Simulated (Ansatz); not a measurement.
The relaxed structure here is a generated cell of B: the first start was made by placing the elements on the sites of a structure type, and the end was not matched to a known phase here, so it may be hypothetical.

The start is a generated cell, B built in the black-P structure type. The structure is fully relaxed (lattice and positions, P = 0) with r2SCAN (plane waves to 500 eV, PAW, scalar-relativistic; Ansatz, a first-principles code). First-step values are on the input's coarse k-mesh.

Ansatz input (later rounds restart from its end on a renewed k-mesh):
Ansatz 0.2 input:
```yaml
crystal:
  lattice:
    - [1.251765, -3.95823, 0]
    - [1.251765, 3.95823, 0]
    - [0, 0, 3.306433]
  atoms:
    - { symbol: B, position: [0.39832, 0.60168, 0.58056] }
    - { symbol: B, position: [0.60168, 0.39832, 0.41944] }
    - { symbol: B, position: [0.89832, 0.10168, 0.91944] }
    - { symbol: B, position: [0.10168, 0.89832, 0.08056] }
basis: { ecutwfc: 500, ecutrho_ratio: 4, xc_grid: 4, fft_grid_basis: typed }
kpoints: { mp_grid: { grid: [10, 10, 7] } }
hamiltonian:
  xc: r2scan
  dispersion: none
  pseudopotentials: { azcp: { folder: ./paw }, kind: paw }
scf: { occupations: { method: fermi_dirac, width: 0.05 } }
relax: { f_tol: 0.01, max_steps: 100, cell: { stress_tol: 0.02 } }
output: { forces: true, stress: true }
```

What pressure does the first self-consistent step give?

+6 GPa (positive: the cell is compressed).

What is the largest force in the starting geometry, and on which atom (counted from 1)?

About 0.4 eV/Å, on B1, B2, B3, B4 (atoms numbered as listed).

How much energy is released per atom?

1.37 eV/atom.

How does the volume per atom move from start to end?

-22.1 %, from 8.19 to 6.38 Å³/atom.

What does it relax into? Give the structure.


Space group Cmce (No. 64); a = 2.936 Å, b = 5.322 Å, c = 3.266 Å, α = β = γ = 90.00°

```csv
atom,site,symmetry,x,y,z
B,8f,m..,0.0000,0.1559,0.0903
```
(The calculation used a cell of 4 atoms; values per cell refer to that cell.)

The space group stays Cmce (No. 64) (the run could not lower it); the end is AFLOW prototype A_oC8_64_f (A11, as in Ga), with 4 atoms in the primitive cell. Final values are on a 13×13×10 k-mesh of the relaxed cell. No spin polarisation in the result.

The run could not lose the symmetry of its start, so the end can be a saddle point.
